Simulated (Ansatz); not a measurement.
# Convergence of IrRu with the k-point mesh

These are results of DFT r2SCAN, scalar-relativistic, plane waves, PAW (Ansatz), not measurements.

```
CELL_PARAMETERS angstrom
2.72491 0.00000 0.00000
-1.36246 2.35984 0.00000
0.00000 0.00000 4.33070
ATOMIC_POSITIONS crystal
Ru 0.66667 0.33333 0.00000
Ir 0.00000 0.00000 0.50000
```

* plane-wave cutoff: 500 eV
* occupation rule: Gaussian smearing, 0.1 eV
* spin treatment: unpolarised

The atoms are held and the k-point mesh is swept. Energies are extrapolated to zero smearing and count from the reference run, 27×27×14. The cell isn't necessarily relaxed at this level. The meshes are Γ-centred. Spin–orbit coupling is left out. Pressure is positive in compression.

Q: Tried: 3×3×1, 3×3×2, 6×6×4, 9×9×4, 9×9×6, 12×12×6, 12×12×8, 18×18×10, 21×21×12, 24×24×12, 27×27×14. From which k-point mesh on does the energy per atom stay within 100, 10 and 1 meV of the reference?

A: 6×6×4 for 100 meV, 12×12×6 for 10 meV, 24×24×12 for 1 meV. The reference itself isn't shown to be converged.

```
    mesh  ΔE (meV/atom) P (GPa) irreducible points
   3×3×1            488    10.97                   3
   3×3×2            598    10.30                   6
   6×6×4           78.2    -0.32                  21
   9×9×4           32.2    -1.31                  36
   9×9×6           14.4    -1.49                  48
 12×12×6           4.56    -1.78                  76
 12×12×8           9.88    -1.70                  95
18×18×10           3.66    -1.81                 222
21×21×12           2.30    -1.85                 336
24×24×12           0.64    -1.88                 427
27×27×14           0.00    -1.89                 600
```